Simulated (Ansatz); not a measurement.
An Ansatz input:

```yaml
crystal:
  lattice:
    - [6.0441421583, 0.0, 0.0]
    - [0.0, 6.0441421583, 0.0]
    - [0.0, 0.0, 6.0441421583]
  atoms:
    - { symbol: Te, position: [0.0, 1.0, 0.0] }
    - { symbol: Te, position: [0.5, 0.5, 0.5] }
    - { symbol: Te, position: [0.25, 0.0, 0.5] }
    - { symbol: Te, position: [0.75, 1.0, 0.5] }
    - { symbol: Te, position: [0.5, 0.25, 0.0] }
    - { symbol: Te, position: [0.5, 0.75, 0.0] }
    - { symbol: Te, position: [0.0, 0.5, 0.25] }
    - { symbol: Te, position: [0.0, 0.5, 0.75] }
hamiltonian:
  xc: pbesol
  pseudopotentials:
    kind: paw
    azcp:
      Te: "pseudopotentials/Te.paw.azcp"
basis:
  ecutwfc: 420
  fft_grid_basis: typed
kpoints:
  mp_grid: { grid: [6, 6, 6], shift: [0, 0, 0] }
magnetization:
  spin_polarized: false
scf:
  occupations: { method: fermi_dirac, width: 0.1 }
output:
  write_density: true
  write_potential: true
  elf: true
  volumetric_format: npy
```

and its output:

```
Warning: the record states the generating functional pbe (its physics header spells it `PBE`), which answers neither for hamiltonian.xc's functional nor for the pbesol family's — results may be inconsistent (PPs are generated against a specific XC)
Engine: ansatz 0.2.0, aarch64-unknown-linux-gnu
Pseudopotentials: kind: paw
Pseudopotential: Te, paw, valence charge 16, recommended cutoff 420 eV (normal) 
Functional definition: PBEsol
  exchange = pbesol_x
  correlation = pbesol_c
Crystal: 8 atoms, lattice volume = 220.803 Å³
Basis set: ecut = 420 eV, 4385 PW (Γ)
Bands: 77, of which v1, the nominal top of the filled ones, is band 64 counted from 1 (63 counted from 0)
Symmetry: 48 space group operations
Space group: Pm-3n (ITA 223), of the structure as read, at distance tolerance 6.0e-5 Å
k-points: 20 of 216
Non-local potential: Te, projectors of the file, l = 0: 2, l = 1: 2, l = 2: 2, l = 3: 2
PAW form: soft (Blöchl's): semilocal exchange-correlation on the pseudo side does not see the compensation charge
PAW frozen core: Te, regenerated for the run's functional, and the local potential with it (the file was generated under x = pbe(κ = 0.804, μ = 0.2195149727645171), c = pbe(β = 0.06672455060314922))
PAW one-centre angular grid: Te, 590 points (default); XC on 64 Gauss nodes
Initial density: superposition of atomic densities (neutral atoms: chi_scale 0, normalization atom), corrected by the library's trained network
Initial wavefunctions: pseudopotential atomic-orbital guess
Functional: x = pbesol(κ = 0.804, μ = 0.12345679012345678), c = pbesol(β = 0.046)
SCF iter   1: F=—  HF=-55209.130344 eV  |F-HF|=—  |Δ(HF+E_count)|=         —  Δρ=2.03e-3  dr2=8.66e-3  ethr=1.77e-3  ⟨swp⟩=8.9  Hψ=6481  notcnv=0  defer=11
SCF iter   2: F=—  HF=-55209.120812 eV  |F-HF|=—  |Δ(HF+E_count)|=   9.53e-3  Δρ=1.33e-3  dr2=3.01e-3  ethr=6.77e-6  ⟨swp⟩=2.0  Hψ=2860  notcnv=0  defer=16
SCF iter   3: F=—  HF=-55209.120196 eV  |F-HF|=—  |Δ(HF+E_count)|=   6.16e-4  Δρ=4.03e-4  dr2=2.93e-4  ethr=2.35e-6  ⟨swp⟩=2.0  Hψ=2817  notcnv=0  defer=16
SCF iter   4: F=—  HF=-55209.119779 eV  |F-HF|=—  |Δ(HF+E_count)|=   4.17e-4  Δρ=1.74e-4  dr2=7.10e-5  ethr=2.29e-7  ⟨swp⟩=2.0  Hψ=2609  notcnv=0  defer=16
SCF iter   5: F=—  HF=-55209.119750 eV  |F-HF|=—  |Δ(HF+E_count)|=   2.90e-5  Δρ=1.22e-4  dr2=2.69e-5  ethr=5.55e-8  ⟨swp⟩=2.0  Hψ=2809  notcnv=0  defer=16
SCF iter   6: F=—  HF=-55209.119718 eV  |F-HF|=—  |Δ(HF+E_count)|=   3.23e-5  Δρ=2.13e-5  dr2=1.10e-6  ethr=2.10e-8  ⟨swp⟩=2.0  Hψ=2809  notcnv=0  defer=16
SCF iter   7: F=-55209.119717 eV  HF=-55209.119717 eV  |F-HF|=2.39e-8  |Δ(HF+E_count)|=   8.94e-7  Δρ=3.48e-6  dr2=3.25e-8  ethr=7.81e-11  ⟨swp⟩=8.6  Hψ=7007  notcnv=0
SCF 1 converged in 7 iterations: F = -55209.119717 eV  dr2 = 3.25e-8
SCF converged after 7 iterations
Free energy (F): -55209.119717 eV
Harris-Foulkes:  -55209.119717 eV  (|F-HF|=2.39e-8)
Internal energy: -55208.831929 eV  (E = F + TS)
E sigma→0 (E₀):  -55208.975823 eV
Entropy (-TS):   -0.287787 eV (-35.973 meV/atom)
Fermi energy:    11.516042 eV
--- Per-component energies (eV) ---
  E_band       = -1765.403699
  E_kinetic    = 1448.004358
  E_local      = -8065.386314  (includes V_loc(G=0)·N_el)
  E_nonlocal   = -2465.514978
  E_hartree    = 5594.972380
  E_xc         = -989.036173
  E_vxc        = -835.819152  (∫ρ·V_xc dr)
  E_paw        = -36674.400124  (= ΣΔE_a)
  E_vpaw       = -3036.648352  (= ΣTr[D̂ρ^β])
  E_aug_tail   = -0.001439  (compensation charges beyond the density's cutoff)
  E_ewald      = -14060.468161
  E_core_change = 2.998522  (= ΣΔE_core)
  E_smearing   = -0.287787  (= −TS)
  E_closure    = -0.000000  (closes the sum)
  Σ components = -55209.119717   (vs F -55209.119717, Δ=0.00e0)
--- Band table (eV; the first three rows and the last of 20) ---
  k-point 0: bands = ["-25.9775", "-25.9775", "-25.9769", "-25.9769", "-25.9750", "-25.9750", "-25.9750", "-25.9749", "-25.9749", "-25.9749", "-25.6242", "-25.6221", "-25.6221", "-25.5621", "-25.5621", "-25.5621", "-25.5538", "-25.5538", "-25.5538", "-25.5266", "-25.5266", "-25.5266", "-25.5254", "-25.5254", "-25.5254", "-25.5093", "-25.5093", "-25.5093", "-25.4842", "-25.4783", "-25.4783", "-25.4783", "-25.4782", "-25.4782", "-25.4764", "-25.4750", "-25.4750", "-25.4750", "-25.4717", "-25.4717", "-2.6200", "-0.1628", "-0.1628", "0.0031", "1.5911", "1.5911", "1.5911", "1.6364", "6.1461", "6.1461", "6.1461", "6.1512", "6.1512", "7.7716", "7.7716", "7.7716", "7.9188", "9.2397", "9.2397", "9.2397", "11.2519", "11.2519", "11.2519", "11.5766", "11.5766", "11.5766", "13.0971", "13.0971", "13.0971", "15.6256", "15.6256", "15.6256", "16.6908", "18.3735", "18.3735", "18.3735", "18.3776"]
  k-point 1: bands = ["-25.9775", "-25.9774", "-25.9770", "-25.9769", "-25.9750", "-25.9750", "-25.9750", "-25.9749", "-25.9749", "-25.9749", "-25.6235", "-25.6222", "-25.6151", "-25.5615", "-25.5611", "-25.5611", "-25.5543", "-25.5527", "-25.5527", "-25.5282", "-25.5282", "-25.5266", "-25.5258", "-25.5258", "-25.5255", "-25.5169", "-25.5094", "-25.5094", "-25.4837", "-25.4787", "-25.4787", "-25.4785", "-25.4781", "-25.4781", "-25.4764", "-25.4751", "-25.4745", "-25.4745", "-25.4718", "-25.4718", "-2.5173", "-0.4457", "-0.0809", "0.0205", "1.5182", "1.5610", "1.6144", "1.6144", "6.0188", "6.0293", "6.0891", "6.0891", "6.8276", "7.5009", "7.5009", "7.9559", "8.3072", "9.3333", "9.7215", "9.7215", "10.6236", "10.6236", "11.0397", "11.7784", "12.1145", "12.3658", "12.3658", "13.1381", "13.1381", "14.6439", "15.5509", "15.5509", "17.0786", "17.4089", "18.3589", "18.3589", "18.4835"]
  k-point 2: bands = ["-25.9775", "-25.9773", "-25.9772", "-25.9770", "-25.9751", "-25.9751", "-25.9749", "-25.9749", "-25.9749", "-25.9749", "-25.6232", "-25.6225", "-25.5946", "-25.5599", "-25.5595", "-25.5595", "-25.5557", "-25.5486", "-25.5486", "-25.5377", "-25.5338", "-25.5338", "-25.5263", "-25.5259", "-25.5259", "-25.5257", "-25.5094", "-25.5094", "-25.4824", "-25.4793", "-25.4793", "-25.4793", "-25.4781", "-25.4780", "-25.4763", "-25.4754", "-25.4738", "-25.4738", "-25.4721", "-25.4720", "-2.2132", "-1.0926", "0.1372", "0.1953", "1.2403", "1.3056", "1.6629", "1.6629", "5.9226", "5.9226", "6.0074", "6.5074", "7.1037", "7.3001", "7.3001", "8.9876", "9.4615", "9.6069", "9.6438", "9.6438", "10.2782", "10.5566", "11.0906", "11.0906", "11.7933", "12.7671", "12.9946", "12.9946", "13.2796", "13.2796", "15.3811", "15.3811", "16.6320", "17.8817", "17.8817", "18.0590", "18.4954"]
  k-point 19: bands = ["-25.9774", "-25.9774", "-25.9774", "-25.9774", "-25.9751", "-25.9751", "-25.9751", "-25.9751", "-25.9751", "-25.9751", "-25.5663", "-25.5663", "-25.5663", "-25.5663", "-25.5663", "-25.5663", "-25.5428", "-25.5428", "-25.5428", "-25.5428", "-25.5420", "-25.5420", "-25.5420", "-25.5420", "-25.5420", "-25.5420", "-25.5393", "-25.5393", "-25.4792", "-25.4792", "-25.4792", "-25.4792", "-25.4792", "-25.4792", "-25.4740", "-25.4740", "-25.4740", "-25.4740", "-25.4740", "-25.4740", "-0.1664", "-0.1664", "-0.0039", "-0.0039", "-0.0039", "-0.0039", "-0.0039", "-0.0039", "8.2871", "8.2871", "8.2871", "8.2871", "8.2871", "8.2871", "8.7687", "8.7687", "10.5140", "10.5140", "10.5140", "10.5140", "10.5140", "10.5140", "10.6543", "10.6543", "10.6543", "10.6543", "11.1068", "11.1068", "11.1068", "11.1068", "11.1068", "11.1068", "18.9223", "18.9223", "18.9223", "18.9223", "18.9223"]
```

Launched by

```sh
ansatz run input.yaml --threads 4 --pin off --max-ram 8192MiB --backend cpu --events-out ev --progress --plain --runs-dir out
```

On 4 threads of Arm Neoverse V1 (shared host) this took about 7.3 s of wall time and 28 s of CPU time, with 0.76 GiB at the peak.
